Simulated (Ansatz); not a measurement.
Here is the system:

Starting cell, In₂Ge₂O₇ (space group C2/m):

```
In2Ge2O7
1.0
    3.29422    -4.38064     0.00000
    3.29422     4.38064     0.00000
   -1.01498     0.00000     4.80942
In Ge O
2 2 7
Cartesian
  3.29422   1.69651   0.00000
  3.29422  -1.69651   0.00000
  4.41871   0.00000   2.85235
  1.15475   0.00000   1.95707
  1.37247  -1.46643   1.02405
  4.20100   1.46643   3.78537
  4.20100  -1.46643   3.78537
  1.37247   1.46643   1.02405
  2.78673   4.38064   2.40471
  1.98926   0.00000   3.49786
  3.58421   0.00000   1.31156
```

A phonon eigenvector at Γ is frozen into this cell: atom i moves by Q times the vector below, so Q is the largest atomic displacement, in Å. The cell is held.

```csv
atom,x,y,z
In1,0.000,0.194,0.000
In2,0.000,-0.194,0.000
Ge3,0.726,0.000,0.052
Ge4,-0.726,0.000,-0.052
O5,-0.778,-0.284,0.383
O6,0.778,0.284,-0.383
O7,0.778,-0.284,-0.383
O8,-0.778,0.284,0.383
O10,0.844,0.000,-0.537
O11,-0.844,0.000,0.537
```

Atoms not listed stay in place.

Computed with LDA (plane waves to 420 eV, PAW, scalar-relativistic; Ansatz, a program for electronic structure). k mesh 5×5×6 (Γ-centred), Fermi-Dirac smearing 0.05 eV. Energies are smeared free energies. In2Ge2O7 was relaxed with its symmetry unable to fall. The zero of ΔE is the undisplaced structure.

The scan covers Q from -0.180 to 0.180 Å in 13 points.

Problem. Is the energy the same for displacements of ±0.180 Å, and if not, which side lies higher?

Solution. Not even: the positive side lies higher at ±0.180 Å.

Problem. What is the energy change at Q = 0.180 Å?

Solution. 1554 meV/cell.

Problem. What harmonic wavenumber does the curvature at Q = 0 give?

Solution. 372 cm⁻¹.

(A displaced cell: forces are minus the slopes of the energy, force constants its curvatures, and phonons follow from these.)
